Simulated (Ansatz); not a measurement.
Computed with DFT PBE, scalar-relativistic, plane waves, PAW (Ansatz 0.2.0). Settings: cutoff 420 eV, Γ-centred meshes spaced at most about 0.3 Å⁻¹, and about 0.25 Å⁻¹ or finer for metals (2π included), Gaussian smearing. No spin polarisation in the final relaxations.

Temperature and zero-point effects are left out.

Two relaxed structures of ScGa₃P₂:

A.

```xyz
6
Lattice="3.7838 0.0000 0.0000 0.0000 3.8658 0.0000 0.0000 0.0000 7.4781" Properties=species:S:1:pos:R:3 pbc="T T T"
Sc    1.8919    0.0000    3.7390
Ga    0.0000    1.9329    3.7390
Ga    1.8919    1.9329    1.2706
Ga    1.8919    1.9329    6.2075
P     0.0000    0.0000    5.7176
P     0.0000    0.0000    1.7604
```

B.

```xyz
6
Lattice="3.5488 0.0000 0.0000 0.0000 3.5488 0.0000 0.0000 0.0000 8.8772" Properties=species:S:1:pos:R:3 pbc="T T T"
Sc    0.0000    0.0000    0.0000
Ga    1.7744    1.7744    1.7487
Ga    1.7744    1.7744    4.4386
Ga    1.7744    1.7744    7.1285
P     0.0000    0.0000    2.5670
P     0.0000    0.0000    6.3102
```

**Question.** Which is lower in energy, and by how much?

**Answer.** A is lower, by 193 meV/atom. A has space group Pmmm (No. 47), 18.2 Å³/atom and no gap on its mesh; B has space group P4/mmm (No. 123), 18.6 Å³/atom and no gap. Counting P atoms around Ga and Sc (those within 1.25 times the shortest such distance or 1.15 times the sum of covalent radii; the shortest distance is added where it is long for a bond; a slash parts the counts of unlike sites), A has Sc 4, Ga 4 from 2.7 Å/4 from 2.8 Å and B has Sc 2, Ga 4/8 from 3.1 Å. In A, around Sc lie 4 Ga at 2.70 Å, 4 P at 2.74 Å and 4 Ga at 3.14 Å; around Ga on a site of symmetry mmm lie 4 Sc at 2.70 Å, 4 P at 2.77 Å and 4 Ga at 3.11 Å; P is surrounded by 2 Sc at 2.74 Å and 6 Ga at 2.75–2.77 Å; 1 more site not described. In B, Sc is surrounded by 2 P at 2.57 Å, 8 Ga at 3.06 Å and 4 Sc at 3.55 Å; around Ga on a site of symmetry 4mm lie 4 P at 2.64 Å, 1 Ga at 2.69 Å and 4 Sc at 3.06 Å; around P lie 1 Sc at 2.57 Å, 4 Ga at 2.64 Å and 4 Ga at 3.13 Å; 1 more site not described. Both come from invented guesses.

Cells relaxed within their symmetry can be saddle points.
